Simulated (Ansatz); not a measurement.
# Where the states of HgPt lie

```cif
data_structure
_symmetry_space_group_name_H-M 'P4/mmm'
_symmetry_Int_Tables_number 123
_cell_length_a 2.9710
_cell_length_b 2.9710
_cell_length_c 3.8250
_cell_angle_alpha 90.000
_cell_angle_beta 90.000
_cell_angle_gamma 90.000
_cell_volume 33.76
loop_
_atom_site_label
_atom_site_type_symbol
_atom_site_symmetry_multiplicity
_atom_site_Wyckoff_symbol
_atom_site_fract_x
_atom_site_fract_y
_atom_site_fract_z
_atom_site_occupancy
Hg1 Hg 1 a 0.00000 0.00000 0.00000 1
Pt1 Pt 1 d 0.50000 0.50000 0.50000 1
```

The runs use the primitive cell with vectors (2.971, 0.000, 0.000), (0.000, 2.971, 0.000), (0.000, 0.000, 3.825) Å, to which the k mesh refers.

The cell is COD entry 1523215, as deposited and not checked against the literature; nothing was relaxed.

No spin–orbit coupling, which matters for the heavy atoms here.

Computed with DFT, LDA, all-electron LAPW, scalar-relativistic in Ansatz 0.2.0.

Settings: a Γ-centred 12×12×10 k mesh, Fermi–Dirac smearing of 0.03 eV, basis error target 0.5 meV/atom, no spin polarisation.

Problem. Which of the resolved shells contributes most within 0.3 eV of the Fermi level?

Solution. Pt 5d, with 45 % of all states there; Hg 6s follows with 14 %.

Problem. Where is the centre of the filled Hg 5d states between -14 eV and the top of the filled states?

Solution. -7.12 eV from the Fermi level.

Problem. Tabulate the density of states.

Solution. States per eV and cell, averaged over 0.4 eV, from -9.8 to 5.6 eV, with energies (bin centres) from the Fermi level; empty bins are left out. The partial columns, the largest 4 alone, are projections on Löwdin-orthogonalised atomic shells (those that the program's projection atoms carry: the occupied ones and, for some elements, an empty d or f shell; other empty shells have no column), summed over atoms of an element. Weights on diffuse s and p shells depend on that basis and aren't pure angular character.
| E (eV) | total | Hg 5d | Pt 5d | Hg 6s | Pt 6s |
| --- | --- | --- | --- | --- | --- |
| -9.7 | 0.20 | 0.01 | 0.00 | 0.10 | 0.08 |
| -9.3 | 0.31 | 0.04 | 0.01 | 0.15 | 0.10 |
| -8.9 | 1.04 | 0.53 | 0.06 | 0.28 | 0.17 |
| -8.5 | 3.73 | 2.79 | 0.26 | 0.34 | 0.32 |
| -8.1 | 4.70 | 3.96 | 0.38 | 0.14 | 0.20 |
| -7.7 | 4.57 | 3.92 | 0.40 | 0.12 | 0.09 |
| -7.3 | 4.93 | 4.38 | 0.33 | 0.15 | 0.04 |
| -6.9 | 5.05 | 4.53 | 0.28 | 0.18 | 0.04 |
| -6.5 | 2.04 | 1.59 | 0.14 | 0.22 | 0.07 |
| -6.1 | 0.78 | 0.42 | 0.12 | 0.16 | 0.07 |
| -5.7 | 0.65 | 0.29 | 0.13 | 0.13 | 0.09 |
| -5.3 | 0.56 | 0.16 | 0.16 | 0.12 | 0.10 |
| -4.9 | 0.79 | 0.21 | 0.31 | 0.13 | 0.11 |
| -4.5 | 0.90 | 0.20 | 0.47 | 0.10 | 0.10 |
| -4.1 | 1.95 | 0.24 | 1.37 | 0.09 | 0.18 |
| -3.7 | 2.76 | 0.22 | 2.25 | 0.05 | 0.16 |
| -3.3 | 2.66 | 0.19 | 2.21 | 0.06 | 0.10 |
| -2.9 | 2.45 | 0.19 | 1.98 | 0.07 | 0.07 |
| -2.5 | 3.06 | 0.22 | 2.58 | 0.06 | 0.05 |
| -2.1 | 2.35 | 0.10 | 2.07 | 0.05 | 0.05 |
| -1.7 | 3.48 | 0.19 | 3.13 | 0.05 | 0.06 |
| -1.3 | 3.43 | 0.24 | 2.95 | 0.08 | 0.09 |
| -0.9 | 1.21 | 0.07 | 0.91 | 0.07 | 0.09 |
| -0.5 | 0.73 | 0.04 | 0.45 | 0.07 | 0.08 |
| -0.1 | 0.54 | 0.03 | 0.26 | 0.07 | 0.07 |
| 0.3 | 0.46 | 0.02 | 0.17 | 0.08 | 0.07 |
| 0.7 | 0.65 | 0.02 | 0.26 | 0.09 | 0.13 |
| 1.1 | 0.85 | 0.02 | 0.30 | 0.13 | 0.19 |
| 1.5 | 0.78 | 0.02 | 0.20 | 0.19 | 0.16 |
| 1.9 | 0.68 | 0.01 | 0.13 | 0.18 | 0.16 |
| 2.3 | 0.56 | 0.01 | 0.09 | 0.13 | 0.17 |
| 2.7 | 0.54 | 0.01 | 0.07 | 0.15 | 0.16 |
| 3.1 | 0.65 | 0.01 | 0.09 | 0.18 | 0.16 |
| 3.5 | 0.55 | 0.01 | 0.06 | 0.11 | 0.13 |
| 3.9 | 0.64 | 0.01 | 0.05 | 0.10 | 0.11 |
| 4.3 | 0.75 | 0.01 | 0.05 | 0.10 | 0.10 |
| 4.7 | 0.74 | 0.01 | 0.04 | 0.08 | 0.09 |
| 5.1 | 0.75 | 0.01 | 0.03 | 0.07 | 0.09 |
| 5.5 | 0.68 | 0.01 | 0.02 | 0.05 | 0.11 |
